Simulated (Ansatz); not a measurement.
GaSb:
```
GaSb
1.0
    3.90325     0.00000     0.00000
   -1.95163     3.38031     0.00000
    0.00000     0.00000     3.60146
Ga Sb
1 1
Direct
  0.00000   0.00000   0.00000
  0.66667   0.33333   0.50000
```

Relaxed with PBEsol. Special points in fractions of this cell's reciprocal vectors: Γ (0.000, 0.000, 0.000); M (0.500, 0.000, 0.000); K (0.333, 0.333, 0.000); A (0.000, 0.000, 0.500); L (0.500, 0.000, 0.500); H (0.333, 0.333, 0.500).

List the band energies nearest the Fermi level at these points for PBEsol with spin–orbit coupling in the plane-wave PAW code Ansatz.

In eV from the Fermi level; about four levels below and three above (degenerate sets whole), none deeper than 8.9 eV; points with the same levels are listed once.

```json
[
 {"k": "Γ", "below": "-0.78 -0.78 -0.77 -0.77", "above": "0.05 0.05 0.36 0.36"},
 {"k": "M", "below": "-7.18 -7.18 -1.86 -1.86", "above": "0.42 0.42 1.53 1.53"},
 {"k": "K", "below": "-7.19 -7.08 -4.53 -4.34", "above": "2.03 2.08 4.04"},
 {"k": "A", "below": "-7.91 -7.91", "above": "1.61 1.61 2.31 2.31"},
 {"k": "L", "below": "-4.21 -4.21 -3.61 -3.61", "above": "0.59 0.59 2.38 2.38"},
 {"k": "H", "below": "-2.07 -1.74 -0.45 -0.39", "above": "7.99 8.43 8.94"}
]
```

Space group P-6m2. A made-up cell: these elements were put on the sites of a structure type; neither database checked (COD, Materials Project) lists it. It is not the phase usual at ambient conditions (space group No. 216). The cell was relaxed with PBEsol under the symmetry of its start; whether a distortion lowers the energy is not shown.

Potentials: the earlier of the program's two PAW sets. The files were generated under PBE; for other functionals the program regenerates the frozen cores, and for LDA and PBEsol the local potential too.
